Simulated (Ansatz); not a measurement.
LaSi2Au2:
```
CELL_PARAMETERS angstrom
     -2.19064     2.19064     5.10599
      2.19064    -2.19064     5.10599
      2.19064     2.19064    -5.10599
ATOMIC_POSITIONS crystal
  La 0.00000 0.00000 0.00000
  Si 0.38408 0.38408 0.00000
  Si 0.61592 0.61592 0.00000
  Au 0.75000 0.25000 0.50000
  Au 0.25000 0.75000 0.50000
```

Relaxed with r²SCAN.

Which orbitals make up the states near the Fermi level in r²SCAN in the plane-wave PAW code Ansatz?

Within 0.5 eV of the Fermi level: Si 3p 37 %, La 5d 27 %, Au 5d 13 %, La 4f 8 %, outside the projected shells 7 %. Projections are on Löwdin-orthogonalised atomic valence shells; empty p or d shells of many metals are not among them.

Tabulate the density of states.

States/eV per cell of 5 atoms, in 0.25 eV bins, energy from the Fermi level.

```
E (eV)  total  Au 5d  La 4f  Si 3p
------  -----  -----  -----  -----
-7.85    0.00   0.00   0.00   0.00
-7.60    0.17   0.08   0.00   0.04
-7.35    2.56   1.31   0.01   0.60
-7.10    3.08   1.76   0.01   0.71
-6.85    3.54   2.29   0.01   0.71
-6.60    6.34   4.66   0.01   1.07
-6.35    5.55   4.24   0.01   0.85
-6.10    6.75   5.25   0.01   0.93
-5.85   11.20   9.15   0.02   1.21
-5.60    8.82   7.34   0.02   0.80
-5.35    9.48   8.14   0.02   0.64
-5.10   10.83   9.74   0.03   0.48
-4.85    8.06   6.80   0.02   0.64
-4.60    3.81   2.83   0.02   0.55
-4.35    1.74   1.10   0.01   0.36
-4.10    1.48   0.83   0.01   0.37
-3.85    1.74   0.80   0.01   0.52
-3.60    1.32   0.57   0.01   0.41
-3.35    0.60   0.20   0.01   0.21
-3.10    0.43   0.12   0.00   0.16
-2.85    1.74   0.47   0.01   0.53
-2.60    4.31   1.68   0.03   1.25
-2.35    2.28   0.62   0.02   0.91
-2.10    2.92   0.58   0.03   1.42
-1.85    2.92   0.59   0.03   1.35
-1.60    3.68   0.74   0.04   1.65
-1.35    2.57   0.49   0.04   1.06
-1.10    2.03   0.35   0.05   0.77
-0.85    1.70   0.26   0.06   0.62
-0.60    1.68   0.24   0.07   0.61
-0.35    1.46   0.20   0.08   0.54
-0.10    1.37   0.18   0.10   0.51
0.15     1.24   0.15   0.11   0.45
0.40     1.11   0.12   0.14   0.39
0.65     1.24   0.11   0.21   0.37
0.90     1.39   0.10   0.26   0.31
1.15     2.48   0.14   0.43   0.32
1.40     3.54   0.14   1.02   0.39
1.65     3.67   0.11   1.65   0.34
1.90     5.37   0.11   3.38   0.35
2.15    14.30   0.15  11.97   0.36
2.40    27.97   0.17  25.55   0.25
```

Space group I4/mmm. The workflow started from an entry of the Crystallography Open Database (COD). Its standing as an ambient phase is unchecked. Symmetry was held in the r²SCAN relaxation; its stability against distortions is not shown here. Scalar-relativistic: spin–orbit coupling is off unless named, which matters more the heavier the elements.

Potentials: the later of the program's two PAW sets.
